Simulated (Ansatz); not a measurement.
VCu$_{3}$S$_{4}$:
```yaml
crystal:
  lattice:
    - [5.24311, 0.00000, 0.00000]
    - [0.00000, 5.24311, 0.00000]
    - [0.00000, 0.00000, 5.24311]
  atoms:
    - { symbol: V, position: [0.00000, 0.00000, 0.00000] }
    - { symbol: Cu, position: [0.00000, 0.50000, 0.00000] }
    - { symbol: Cu, position: [0.50000, 0.00000, 0.00000] }
    - { symbol: Cu, position: [0.00000, 0.00000, 0.50000] }
    - { symbol: S, position: [0.75901, 0.24099, 0.75901] }
    - { symbol: S, position: [0.24099, 0.24099, 0.24099] }
    - { symbol: S, position: [0.24099, 0.75901, 0.75901] }
    - { symbol: S, position: [0.75901, 0.75901, 0.24099] }
```

Relaxed with LDA. Special points in fractions of this cell's reciprocal vectors: Γ (0.000, 0.000, 0.000); X (0.000, 0.500, 0.000); M (0.500, 0.500, 0.000); R (0.500, 0.500, 0.500).

Problem. List the band energies nearest the valence-band maximum at these points for the program Ansatz at the LDA level (PAW).

Solution. In eV from the valence-band maximum; about four levels below and three above (degenerate sets whole), none deeper than 8.9 eV; points with the same levels are listed once.

```
k                       below                     above
-  --------------------------  ------------------------
Γ     -1.67 -0.61 -0.61 -0.61  1.22 1.22 1.84 1.84 1.84
X     -1.43 -1.39 -0.61 -0.61            1.05 1.44 1.56
M     -1.83 -1.03 -1.03 -0.21            1.37 1.38 1.74
R  -2.03 -2.03 0.00 0.00 0.00  1.66 1.66 2.26 2.26 2.26
```

Space group P-43m. The workflow started from a Materials Project entry (that database holds measured and hypothetical structures alike); the Crystallography Open Database files this formula in space group No. 215, but the cells were not matched. Its standing as an ambient phase is unchecked. The LDA relaxation kept the symmetry of its start; phonons on a q-mesh show no instability. No spin polarisation was allowed.

Potentials: the later of the program's two PAW sets.
